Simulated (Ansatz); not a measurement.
Ir:
```cif
data_Ir2
_chemical_formula_sum 'Ir2'
_space_group_name_H-M_alt 'Im-3m'
_space_group_IT_number 229
_space_group_name_Hall '-I 4 2 3'
_cell_length_a 3.08804
_cell_length_b 3.08804
_cell_length_c 3.08804
_cell_angle_alpha 90.000
_cell_angle_beta 90.000
_cell_angle_gamma 90.000
loop_
_atom_site_label
_atom_site_type_symbol
_atom_site_symmetry_multiplicity
_atom_site_Wyckoff_symbol
_atom_site_fract_x
_atom_site_fract_y
_atom_site_fract_z
_atom_site_occupancy
Ir1 Ir 2 a 0.00000 0.00000 0.00000 1
```
(The calculation used a cell of 1 atom; values per cell refer to that cell.)

Relaxed with r²SCAN.

**Question.** Tabulate the valence density and the electron localisation function along the shortest Ir–Ir contact (2.67 Å), r²SCAN (plane waves, PAW; program Ansatz).

**Answer.** 

```
distance from Ir (Å)  density (e/Å³)   ELF
--------------------  --------------  ----
0.27                            9.03  0.49
0.40                            7.72  0.55
0.53                            5.79  0.57
0.67                            3.70  0.53
0.80                            2.00  0.45
0.94                            1.04  0.35
1.07                            0.67  0.31
1.20                            0.50  0.33
1.34                            0.46  0.36
1.47                            0.50  0.33
1.60                            0.67  0.31
1.74                            1.04  0.35
1.87                            2.00  0.45
2.01                            3.70  0.53
2.14                            5.79  0.57
2.27                            7.72  0.55
2.41                            9.03  0.49
```

The density is the valence pseudo-density with augmentation charge, so density and ELF within about 1 Å of a nucleus are not all-electron values.

The start of the workflow was typed in or built on a structure type; neither database checked (COD, Materials Project) lists it. It is not the phase usual at ambient conditions (space group No. 225). The cell was relaxed with r²SCAN under the symmetry of its start. At this level the phase is mechanically unstable. The run is not spin-polarised. Scalar-relativistic: spin–orbit coupling is off unless named, which matters more the heavier the elements.

Potentials: the earlier of the program's two PAW sets.
